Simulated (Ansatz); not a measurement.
Ta$_{2}$C in space group P-3m1 (No. 164; Ta on 2d, C on 1a) at seven volumes, r²SCAN in the plane-wave PAW code Ansatz, shape and atoms relaxed at each. One row is withheld.

```
V (Å³/atom)  P (GPa)
-----------  -------
12.559         31.40
12.973         19.27
13.387             ?
13.801          0.00
14.215         -7.59
14.629        -14.06
15.043        -19.53
```

Question: Fit the shown pressures and predict the withheld one.

Answer: Third-order Birch–Murnaghan: P = (3/2)B₀(x^(7/2) − x^(5/2))[1 + (3/4)(B′ − 4)(x − 1)] with x = (V₀/V)^(2/3). Least squares on the six rows gives V₀ = 13.801 Å³/atom, B₀ = 272.5 GPa, B′ = 4.26. At V = 13.387, x = 1.0205 and P = 8.86 GPa. The run itself gave 8.89 GPa.

The workflow started from an entry of the Crystallography Open Database (COD, 293 K). Whether it is the stable phase at ambient conditions was not checked. The r²SCAN relaxation kept the symmetry of its start; its stability against distortions is not shown here. The run is not spin-polarised. Spin–orbit coupling is left out wherever it is not named.

Potentials: the later of the program's two PAW sets.
